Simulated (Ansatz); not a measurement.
# Collinear states of CoRe

Theory: Ansatz, DFT r2SCAN, scalar-relativistic, plane waves, PAW.

```
Co Re
1.0
     1.82377    1.82377    3.69830
     1.82377    3.69830    1.82377
     3.69830    1.82377    1.82377
Co Re
1 1
Cartesian
  0.0000 0.0000 0.0000
  3.6729 3.6729 3.6729
```

| Item | Value |
| --- | --- |
| plane-wave cutoff | 500 eV |
| Γ-centred k-mesh | 18×18×18 |
| occupation rule | Gaussian smearing, 0.1 eV |
| list of starting moments (μB, in atom order) | 3.5 0 |
| check for lower electronic states after the SCF | off |

All runs keep this geometry, which isn't relaxed for the lowest state (largest force there 0.000 eV/Å, pressure 2.0 GPa) and needn't be a stable compound; relaxing each order would shift the differences by some 10 meV/atom, going by the pressures and a bulk modulus of about 150 GPa. A propagation vector, in units of the reciprocal vectors, doubles the cell, which takes an equally dense mesh. r2SCAN tends to overstate moments in metals, so a weak moment here may be absent in the real material. Site moments are spin moments in atom-centred spheres that scale with the neighbour distance. The states are those that the runs reached from these starts; a lower one can exist.

Order the starts by the energy of the state that they reach, lowest first.
A. antiferromagnetic, doubled cell, propagation vector (1/2, 1/2, 1/2)
B. large parallel starting moments
C. no spin

A (0.00 meV/atom), B (11.1 meV/atom), C (121 meV/atom).

```
                                                              start ends energy above lowest (meV/atom) site moments (μB) gap on mesh (eV) P (GPa)
                                                            no spin non-magnetic                             121      none over 0.05             metal     -7.3
                                    large parallel starting moments ferromagnetic                            11.1  Co +1.67, Re +0.06             metal      1.7
antiferromagnetic, doubled cell, propagation vector (1/2, 1/2, 1/2) antiferromagnetic                            0.00  Co +1.74, Co -1.74             metal      2.0
```

Cost: 3 runs of about 7.7 core-minutes in all, on Arm Neoverse V1 (shared hosts).